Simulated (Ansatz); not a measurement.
Polymorphs of W, each relaxed with the program Ansatz at the r²SCAN level (PAW):

A: bcc (W type) (Im-3m)
a = b = c = 3.1689 Å, α = β = γ = 90.00°

```csv
atom,site,symmetry,x,y,z
W,2a,m-3m,0.0000,0.0000,0.0000
```

B: R-3m
a = b = 5.1536 Å, c = 27.9411 Å, α = β = 90.00°, γ = 120.00°

```json
[
 {"atom": "W", "site": "18h", "symmetry": ".m", "x": "0.3356", "y": "0.1678", "z": "0.0783"},
 {"atom": "W", "site": "6c", "symmetry": "3m", "x": "0.0000", "y": "0.0000", "z": "0.1673"},
 {"atom": "W", "site": "3a", "symmetry": "-3m", "x": "0.0000", "y": "0.0000", "z": "0.0000"},
 {"atom": "W", "site": "6c", "symmetry": "3m", "x": "0.0000", "y": "0.0000", "z": "0.4548"},
 {"atom": "W", "site": "6c", "symmetry": "3m", "x": "0.0000", "y": "0.0000", "z": "0.3469"}
]
```

C: Fd-3m
a = b = c = 7.3493 Å, α = β = γ = 90.00°

```tsv
atom	site	symmetry	x	y	z
W	8a	-43m	0.0000	0.0000	0.0000
W	16d	.-3m	0.6250	0.6250	0.6250
```

### Question
Rank these by energy per atom at 0 K (lowest first), as r²SCAN gives it.

### Answer
A (+0 meV/atom), B (+396 meV/atom), C (+499 meV/atom)

Typed or built starts, not in the databases checked: B; C. Not the usual ambient phase: B; C. All cells were relaxed under the symmetry of their starts (and spin orders); stability against distortions was not tested throughout. Rows with no word on spin ran without spin polarisation. Scalar-relativistic: spin–orbit coupling is off unless named, which matters more the heavier the elements.

Energies hold the estimated change up to a 700 eV cutoff; steps of a few meV lie near the error of the meshes.

Potentials: the earlier of the program's two PAW sets.
